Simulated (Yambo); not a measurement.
One stored BSE kernel of dimension 1152 for Cl (space group Cmce, No. 64) (Yambo, LDA bands; 6×6×2 mesh, 8 valence and 2 conduction bands, static screening with 55 bands and a 4 Ry block, scissor 2.79 eV, Tamm-Dancoff; broadening 0.15 eV; field along x), solved in several ways.

```json
[
 {"solver": "Haydock, threshold 2 %", "iterations": "6", "largest change of Im ε (% of its maximum)": "57", "rough time": "within a factor of two"},
 {"solver": "Haydock, threshold 0.5 %", "iterations": "10", "largest change of Im ε (% of its maximum)": "15", "rough time": "within a factor of two"},
 {"solver": "Haydock, threshold 0.1 %", "iterations": "18", "largest change of Im ε (% of its maximum)": "5.6", "rough time": "within a factor of two"},
 {"solver": "Haydock, threshold 0.005 %", "iterations": "40", "largest change of Im ε (% of its maximum)": "0.1", "rough time": "1"},
 {"solver": "SLEPc, lowest 10 states", "iterations": "–", "largest change of Im ε (% of its maximum)": "no full spectrum", "rough time": "within a factor of two"},
 {"solver": "SLEPc, lowest 60 states", "iterations": "–", "largest change of Im ε (% of its maximum)": "no full spectrum", "rough time": "within a factor of two"},
 {"solver": "full diagonalisation", "iterations": "–", "largest change of Im ε (% of its maximum)": "reference", "rough time": "about 3×"}
]
```

Haydock gives the spectrum without eigenstates, SLEPc the lowest states alone, full diagonalisation everything at a cost that grows as the cube of the dimension. Times include reading the kernel. Times are rough ratios from shared machines. Mesh and scissor weren't tested; the rows compare only with each other.

Geometry of the Materials Project entry, not relaxed at this level; primitive cell a = 3.859 Å, b = 3.859 Å, c = 8.402 Å, α = 90.00°, β = 90.00°, γ = 64.45°.

The distance between layers or molecules is the database entry's, not relaxed here. Functionals without dispersion can leave it too large, which widens gaps and weakens the response across layers: the numbers belong to this cell.
